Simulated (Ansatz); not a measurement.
SnGe5Te6: rattling a relaxed structure

It was reached by relaxing an invented guess, and it needn't be the stable form of this composition.

The calculation used Ansatz 0.2.0, DFT PBE, scalar-relativistic, plane waves, PAW. Cutoff 420 eV; k points 12×12×2 on the computed 12-atom cell (Γ-centred); Gaussian smearing, width 0.01 eV; no spin polarisation.

The cell below (12 atoms, space group P-3m1 (No. 164)) is relaxed within its symmetry.

```yaml
crystal:
  lattice:
    - [4.29254, 0.00000, 0.00000]
    - [-2.14627, 3.71745, 0.00000]
    - [0.00000, 0.00000, 21.10204]
  atoms:
    - { symbol: Sn, position: [0.00000, 0.00000, 0.50000] }
    - { symbol: Ge, position: [0.33333, 0.66667, 0.83709] }
    - { symbol: Ge, position: [0.66667, 0.33333, 0.67437] }
    - { symbol: Ge, position: [0.33333, 0.66667, 0.32563] }
    - { symbol: Ge, position: [0.66667, 0.33333, 0.16291] }
    - { symbol: Ge, position: [0.00000, 0.00000, 0.00000] }
    - { symbol: Te, position: [0.00000, 0.00000, 0.75563] }
    - { symbol: Te, position: [0.33333, 0.66667, 0.59352] }
    - { symbol: Te, position: [0.66667, 0.33333, 0.40648] }
    - { symbol: Te, position: [0.00000, 0.00000, 0.24437] }
    - { symbol: Te, position: [0.33333, 0.66667, 0.08151] }
    - { symbol: Te, position: [0.66667, 0.33333, 0.91849] }
```

For the test it was strained at random (σ = 1.5 % a component), the atoms were moved at random (σ = 0.05 Å), and all was relaxed again on a coarse 6×6×1 mesh (in the run’s order of axes) with 0.20 eV smearing, with no symmetry imposed.

These runs have no spin–orbit coupling, which can matter for Te.

Q: Is the structure stable against such a distortion?

A: It doesn't return. The energy falls by 22 meV/atom on that mesh, the volume changes by 4.2 %, and the end has space group Cm (No. 8) at a loose tolerance. Relaxed again on a 10×10×2 mesh with 0.02 eV smearing, the new structure lies 14 meV/atom below the first (mesh in the axes of the run's cell; the cell below is made exact in the group named). Space group Cm (No. 8), monoclinic, a = 7.736 Å, b = 4.272 Å, c = 21.085 Å, β = 91.7°. Sn has 3 Te at 3.04–3.08 Å and 3 Te at 3.31–3.35 Å; Ge on its first site is surrounded by 3 Te at 2.84–2.86 Å and 3 Te at 3.28–3.29 Å; around Ge on its second site lie 3 Te at 2.86–2.87 Å and 3 Te at 3.25–3.26 Å; around Te on its first site lie 3 Ge at 2.84–2.87 Å and 3 Ge at 3.26–3.28 Å; 8 more sites not described.

```
CELL_PARAMETERS angstrom
3.86820 -2.13607 0.00000
3.86820 2.13607 0.00000
-0.62942 0.00000 21.07551
ATOMIC_POSITIONS crystal
Sn 0.00653 0.00653 0.49761
Ge 0.68995 0.68995 0.16086
Ge 0.35166 0.35166 0.32387
Ge 0.68611 0.68611 0.67150
Ge 0.35761 0.35761 0.83441
Ge 0.02465 0.02465 0.99762
Te 0.97887 0.97887 0.24749
Te 0.64480 0.64480 0.40995
Te 0.31130 0.31130 0.59467
Te 0.97957 0.97957 0.75726
Te 0.64742 0.64742 0.92066
Te 0.31365 0.31365 0.08410
```
